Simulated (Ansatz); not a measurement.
Trial structure of Al₃B₂P₅, not yet relaxed:

```cif
data_structure
_symmetry_space_group_name_H-M 'I-4m2'
_symmetry_Int_Tables_number 119
_cell_length_a 3.5818
_cell_length_b 3.5818
_cell_length_c 25.3270
_cell_angle_alpha 90.000
_cell_angle_beta 90.000
_cell_angle_gamma 90.000
_cell_volume 324.92
loop_
_atom_site_label
_atom_site_type_symbol
_atom_site_symmetry_multiplicity
_atom_site_Wyckoff_symbol
_atom_site_fract_x
_atom_site_fract_y
_atom_site_fract_z
_atom_site_occupancy
Al1 Al 4 e 0.50000 0.50000 0.30000 1
Al2 Al 2 a 0.00000 0.00000 0.00000 1
B1 B 4 e 0.00000 0.00000 0.40000 1
P1 P 4 f 0.50000 0.00000 0.35000 1
P2 P 4 f 0.00000 0.50000 0.45000 1
P3 P 2 c 0.00000 0.50000 0.25000 1
```

These are results of Ansatz 0.2.0, DFT PBE, scalar-relativistic, plane waves, PAW, not measurements. Plane waves to 420 eV, a k mesh through Γ of 6×6×6 on the computed 10-atom cell and Gaussian smearing (0.10 eV); no spin polarisation.

The zero of energy is the elements' standard structures at the same level; no fitted shifts are applied. The references include black phosphorus.

Task: What does a single point on this coarse mesh give?

Result: The pressure is 10.6 GPa (the mean over three directions, positive in compression), the largest force is 4.24 eV/Å, and the energy is −0.07 eV/atom against the elements. The shortest distance is 2.19 Å.

Task: How much does it gain on relaxing, and where does it end?

Result: Relaxing gains about 0.24 eV/atom in 9 ionic steps and ends at −0.307 eV/atom on the finer mesh. The symmetry stays I-4m2 (No. 119). The volume per atom grows by 4.5 %, from 16.2 to 17.0 Å³. The shortest distance goes from 2.19 Å (Al–P and B–P) to 2.09 Å (B–P). Conventional cell: a = 3.572 Å, c = 26.620 Å. Al on a site of symmetry 2mm has 4 P at 2.32–2.34 Å; around B lie 4 P at 2.09 Å; P on a site of symmetry 2mm is surrounded by 2 B at 2.09 Å and 2 Al at 2.34 Å; 3 more sites not described.

The last run used a 10×10×10 mesh for its 10-atom cell and Gaussian smearing of 0.02 eV. The reference form of P is held partly by dispersion forces, which this level lacks. The relaxation can't lower the symmetry of the start. A structure relaxed within its symmetry needn't be a true minimum.
